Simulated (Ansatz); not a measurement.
The guess for Ta₃PbO was made by a generator: random cell by space group and Wyckoff sites (P4/mmm, No. 123). Lengths were set from tabulated atomic sizes, so they are only a guess.

Space group P4/mmm (No. 123). a = 4.653 Å, b = 4.653 Å, c = 5.151 Å, α = 90.00°, β = 90.00°, γ = 90.00°
| atom | site | symmetry | x | y | z |
| --- | --- | --- | --- | --- | --- |
| Ta | 2e | mmm. | 0.0000 | 0.5000 | 0.5000 |
| Ta | 1c | 4/mmm | 0.5000 | 0.5000 | 0.0000 |
| Pb | 1d | 4/mmm | 0.5000 | 0.5000 | 0.5000 |
| O | 1b | 4/mmm | 0.0000 | 0.0000 | 0.5000 |

All numbers below come from Ansatz 0.2.0, DFT PBE, scalar-relativistic, plane waves, PAW. Cutoff 420 eV, Gaussian smearing, Γ-centred meshes. Cell and atoms relax first on a coarse mesh and then on a finer one. In between, the cell is made exact in the group found at 0.06 Å. In metals the finer mesh still leaves noise of several meV/atom or more. The steps can't lower the symmetry of their start. Collinear spin is switched on along the way, since trial moments persisted in a coarse test.

A guess keeps its type if space group and coordination stay and the shape of the cell changes little (axis ratios within about 15 %, angles within 6°); the volume may change.

Question: Will the relaxed cell still be of the starting type?

Answer: It keeps its type. The symmetry stays P4/mmm (No. 123). The volume per atom grows by 22.4 %, from 22.3 to 27.3 Å³. The shortest distance goes from 2.33 Å (Ta–O and Ta–Pb) to 2.54 Å (Ta–O and Ta–Pb). The ratio c/a of the conventional cell changes by a factor of 0.94. Counting neighbours within 15 % of an atom's shortest distance, the start has O 4, Pb 6, Ta 2/4 and the end O 4, Pb 6, Ta 2/4.

The last run used collinear spin, an 8×8×8 mesh for its 5-atom cell and Gaussian smearing of 0.10 eV. These runs have no spin–orbit coupling, which can matter for Pb and Ta. The magnetic state reached may not be the lowest. A structure relaxed within its symmetry needn't be a true minimum. Another cell of Ta3PbO relaxed alike but without spin, in Pm-3m, lies 2.36 eV/atom lower, so this cell isn't the stable form at this level.

In counts of neighbours, a slash parts the counts of unlike sites.
